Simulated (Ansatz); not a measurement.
Computed with Ansatz (plane waves, PAW, 420 eV cutoff): PBEsol, scalar-relativistic, collinear spin, 12×12×10 k-mesh, Gaussian smearing of 0.05 eV; PAW files: Ansatz's generated set soft_2.

A compound XC has these computed properties.

| Property | Result |
| --- | --- |
| Space group | P-6m2 (No. 187) |
| Conventional cell | a = 3.379 Å, b = 3.379 Å, c = 3.033 Å, α = 90.00°, β = 90.00°, γ = 120.00° |
| Volume | 15.00 Å³/atom |
| Band gap | zero (metallic) |
| Density of states at the Fermi level | 1.7 states/(eV·atom) |
| Magnetic state | non-magnetic (the starting moments died out) |
| Site spin moments | none |
| f electrons (orthogonalised atomic orbitals) | X 13.50 |
| Formation energy from the elements (0 K, uncorrected) | 0.63 eV/atom (unstable against the elements) |
| Bulk modulus (Birch–Murnaghan) | 101 GPa |

Sites: X on 1a, C on 1f.

Task: Which element is X?
A. Er
B. Lu
C. Yb
D. Hf

Result: C. X is Yb, so the compound is YbC.

The start was a prototype's sites filled with these elements, not a measured cell.

Without a U the 4f levels of Yb lie too near the Fermi level, so their share of the states there, and what hangs on it, is overstated. Spin–orbit coupling, which matters for such heavy elements, is left out. The run wasn't fully tested for a lower electronic state. The starting moments died out; a magnetic state reached from other starts isn't excluded.
